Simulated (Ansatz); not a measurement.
SrNbO3 (cubic perovskite, Pm-3m) at seven volumes, the program Ansatz at the PBEsol level (PAW), scaled uniformly. One row is withheld.

| V (Å³/atom) | P (GPa) |
|---|---|
| 11.805 | 21.95 |
| 12.194 | 13.41 |
| 12.583 | 6.17 |
| 12.972 | 0.01 |
| 13.362 | -5.23 |
| 13.751 | -9.67 |
| 14.140 | ? |

**Question.** Fit the shown pressures and predict the withheld one.

**Answer.** Third-order Birch–Murnaghan: P = (3/2)B₀(x^(7/2) − x^(5/2))[1 + (3/4)(B′ − 4)(x − 1)] with x = (V₀/V)^(2/3). Least squares on the six rows gives V₀ = 12.973 Å³/atom, B₀ = 188.8 GPa, B′ = 4.41. At V = 14.140, x = 0.9442 and P = -13.46 GPa. The run itself gave -13.45 GPa.

The workflow started from a Materials Project entry (that database holds measured and hypothetical structures alike); the Crystallography Open Database copy checked does not list it. COD files the formula under space group No. 62. Its standing as an ambient phase is unchecked. Symmetry was held in the PBEsol relaxation; its stability against distortions is not shown here. The run is not spin-polarised.

Potentials: the later of the program's two PAW sets.
